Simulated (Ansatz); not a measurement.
Rb2LiScF6:
```
CELL_PARAMETERS angstrom
      0.00000     4.15349     4.15349
      4.15349     0.00000     4.15349
      4.15349     4.15349     0.00000
ATOMIC_POSITIONS crystal
  Rb 0.25000 0.25000 0.25000
  Rb 0.75000 0.75000 0.75000
  Li 0.50000 0.50000 0.50000
  Sc 0.00000 0.00000 0.00000
  F  0.24380 0.24380 0.75620
  F  0.75620 0.75620 0.24380
  F  0.75620 0.24380 0.24380
  F  0.24380 0.75620 0.75620
  F  0.24380 0.75620 0.24380
  F  0.75620 0.24380 0.75620
```

DFT-r²SCAN in the program Ansatz with PAW potentials gives a gap of 7.58 eV without spin–orbit coupling, maximum at Γ, minimum at Γ.

### Question
What happens when spin–orbit coupling is switched on?

### Answer
The gap shrinks by 0.02 eV, to 7.56 eV; maximum at Γ, minimum at Γ.

### Question
How large is the spin–orbit splitting of the valence top at Γ?

### Answer
The fourfold level lies 0.03 eV above the split-off pair.

### Question
Give the electron effective mass with spin–orbit coupling, band 1 of 2 at the edge.

### Answer
10 along [100], 8.9 along [110], 8.3 along [111] (mₑ).

### Question
Give the electron effective mass with spin–orbit coupling, band 2 of 2 at the edge.

### Answer
6.2 along [100], 6.8 along [110], 7.2 along [111] (mₑ).

### Question
Give the hole effective mass with spin–orbit coupling, band 1 of 2 at the edge.

### Answer
6.2 along [100], 4.5 along [110], 3.9 along [111] (mₑ).

### Question
Give the hole effective mass with spin–orbit coupling, band 2 of 2 at the edge.

### Answer
2.4 along [100], 2.7 along [110], 3.0 along [111] (mₑ).

Space group Fm-3m. The first step of the workflow began from a Materials Project structure, measured or hypothetical; the Crystallography Open Database copy checked does not list it. Its standing as an ambient phase is unchecked. The cell was relaxed with r²SCAN under the symmetry of its start; its stability against distortions is not shown here. The run is not spin-polarised.

Potentials: the later of the program's two PAW sets.
